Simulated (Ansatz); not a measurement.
NbP:
```
NbP
1.0
   -1.67350     1.67350     5.71388
    1.67350    -1.67350     5.71388
    1.67350     1.67350    -5.71388
Nb P
2 2
Direct
  0.00004   0.00004   0.00000
  0.75004   0.25004   0.50000
  0.58259   0.58259   0.00000
  0.33259   0.83259   0.50000
```

Relaxed with PBE.

Map the valence electron density (e/Å³), cut off at 0.9 on the plane through (0.000, 0.000, 0.000) spanned by u = [1, 1, 0] and v = [1, 0, 1] in lattice vectors, from plane-wave PAW PBE (Ansatz code).

x is the fraction of u, y of v (the angle between them is 90°; rows are the nearest grid lines); atoms in the plane: Nb at (0.00, 0.00), Nb at (0.25, 0.50), P at (0.58, 0.00), P at (0.83, 0.50).
```
|9999311111111110000263006853211111239999|
|9999311111121110000274116742211222239999|
|9998211112222110000177447642222222239999|
|9995211123432110000168766432123344336999|
|9973211248994211001157764321124566544799|
|6532112499999311001145543211135788754456|
|3221112699999621111123321101136766864333|
|2211123999999931111122211000247523774322|
|1111123999999931111111110000246301675321|
|1111123999999931111111110000246301675321|
|2211123999999931111122211000247523774322|
|3221112699999621111123321101136766864333|
|6532112499999311001145543211135788754456|
|9973211248994211001157764321124566544799|
|9995211123432110000168766432123344336999|
|9998211112222110000177447642222222239999|
|9999311111121110000274116742211222239999|
|9999311111111110000263006853211111239999|
```
Scale: ten equal steps from 0.041 (start of '0') to 0.900 (end of '9'), in the order '0123456789'; x runs from 0.000 to 1.00, y from 0.000 (bottom) to 1.00 (top).

The density is the valence pseudo-density with augmentation charge, so density and ELF within about 1 Å of a nucleus are not all-electron values.

Space group I4_1md. Symmetry was held in the PBE relaxation; of distortions, only those at the zone centre were tested. No spin polarisation was allowed.

Potentials: the later of the program's two PAW sets.
